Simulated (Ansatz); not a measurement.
**Cs2RbAlBr6 (Fm-3m), zone-centre modes**

These are results of DFT PBEsol, scalar-relativistic, plane waves, PAW (Ansatz 0.2.0), not measurements. Cutoff 420 eV, Γ-centred 4×4×4 k-points, Gaussian smearing of 0.05 eV. No spin polarisation.

Reference structure (relaxed at this level; it needn't be the usual structure):

```
Cs Rb Al Br
1.0
     0.00000    5.67038    5.67038
     5.67038    0.00000    5.67038
     5.67038    5.67038    0.00000
Cs Rb Al Br
2 1 1 6
Direct
  0.75000 0.75000 0.75000
  0.25000 0.25000 0.25000
  0.50000 0.50000 0.50000
  0.00000 0.00000 0.00000
  0.77996 0.22004 0.22004
  0.22004 0.22004 0.77996
  0.22004 0.77996 0.77996
  0.22004 0.77996 0.22004
  0.77996 0.22004 0.77996
  0.77996 0.77996 0.22004
```

Harmonic modes by finite displacements of 0.02 Å, without the LO–TO term.

Problem. At this geometry, is the structure stable against these modes?

Solution. No: 3 modes are unstable, the strongest at 24i cm⁻¹.

Problem. List the wavenumbers in cm⁻¹.

Solution. 24i, 24i, 24i, 0, 0, 0, 24, 24, 24, 25, 25, 25, 60, 60, 60, 80, 80, 80, 95, 95, 95, 131, 131, 147, 147, 147, 185, 292, 292, 292.

Cost: 1 run of about 3.1 core-minutes, on Intel Xeon Processor @ 2.50GHz (Skylake/Cascade Lake) (shared hosts).